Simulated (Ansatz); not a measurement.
TiFe3B: forces and stress of a distorted cell

Cell: model TiFe3B in the cubic perovskite structure, strained and with atoms displaced.

Level of theory: PBE (all-electron LAPW, scalar relativity, no spin–orbit coupling, point nuclei; Ansatz). Occupations are Fermi–Dirac at 0.15 eV on a coarse k-mesh, 2×2×2 (half-step shift); the results hold for that mesh. In metals such a mesh can move stress, forces and moments by their own size. Spin-restricted. With Fe in the cell, a run with spin could end lower. Labels count atoms in the order given.

```
Ti Fe B
1.0
     3.99152   -0.04398    0.02819
    -0.04398    3.94604   -0.04713
     0.02819   -0.04713    3.67814
Ti Fe B
1 3 1
Direct
  0.11336 0.85677 0.25197
  0.61124 0.81636 0.21072
  0.11000 0.37078 0.23359
  0.10290 0.82699 0.75223
  0.61382 0.35990 0.73965
```

```
atom  Fx (eV/Å)  Fy (eV/Å)  Fz (eV/Å)
 Ti1     -0.389      1.616      0.430
 Fe2      0.103     -0.649     -0.401
 Fe3     -0.093     -2.029      0.060
 Fe4      0.292      0.536     -0.280
  B5      0.087      0.526      0.191
```

Stress (GPa; xx, yy, zz, yz, xz, xy; compression positive): 28.80, 29.38, 58.04, -2.44, 0.88, -1.70.

| Quantity | Value |
| --- | --- |
| Pressure | 38.74 GPa |
| Largest force | 2.032 eV/Å |
